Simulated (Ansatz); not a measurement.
Si3N4:
```yaml
crystal:
  lattice:
    - [0.00000, 3.86507, 3.86507]
    - [3.86507, 0.00000, 3.86507]
    - [3.86507, 3.86507, 0.00000]
  atoms:
    - { symbol: Si, position: [0.62500, 0.62500, 0.62500] }
    - { symbol: Si, position: [0.12500, 0.62500, 0.62500] }
    - { symbol: Si, position: [0.62500, 0.12500, 0.62500] }
    - { symbol: Si, position: [0.62500, 0.62500, 0.12500] }
    - { symbol: Si, position: [0.25000, 0.25000, 0.25000] }
    - { symbol: Si, position: [0.00000, 0.00000, 0.00000] }
    - { symbol: N, position: [0.86757, 0.86757, 0.86757] }
    - { symbol: N, position: [0.39729, 0.86757, 0.86757] }
    - { symbol: N, position: [0.86757, 0.39729, 0.86757] }
    - { symbol: N, position: [0.86757, 0.86757, 0.39729] }
    - { symbol: N, position: [0.38243, 0.38243, 0.38243] }
    - { symbol: N, position: [0.85271, 0.38243, 0.38243] }
    - { symbol: N, position: [0.38243, 0.85271, 0.38243] }
    - { symbol: N, position: [0.38243, 0.38243, 0.85271] }
```

Relaxed with r²SCAN. Special points in fractions of this cell's reciprocal vectors: Γ (0.000, 0.000, 0.000); X (0.500, 0.000, 0.500); U (0.625, 0.250, 0.625); K (0.375, 0.375, 0.750); L (0.500, 0.500, 0.500); W (0.500, 0.250, 0.750).

**Question.** List the band energies nearest the valence-band maximum at these points for r²SCAN (plane waves, PAW; program Ansatz).

**Answer.** In eV from the valence-band maximum; about four levels below and three above (degenerate sets whole), none deeper than 8.9 eV; points with the same levels are listed once.

```json
[
 {"k": "Γ", "below": "-0.20 -0.20 -0.20 -0.03 -0.03 -0.03", "above": "4.03 4.03 4.03"},
 {"k": "X", "below": "-1.16 -1.16 -0.49 -0.49", "above": "7.42 7.42 7.73 7.73"},
 {"k": "U", "below": "-1.51 -1.27 -1.04 -0.25", "above": "6.95 7.44 7.69"},
 {"k": "L", "below": "-0.49 -0.49 -0.38 -0.38", "above": "5.67 6.48 6.48"},
 {"k": "W", "below": "-1.09 -1.09 -0.80 -0.80", "above": "7.40 7.40 7.98 7.98"}
]
```

Space group Fd-3m. The r²SCAN relaxation kept the symmetry of its start.

Potentials: the later of the program's two PAW sets.
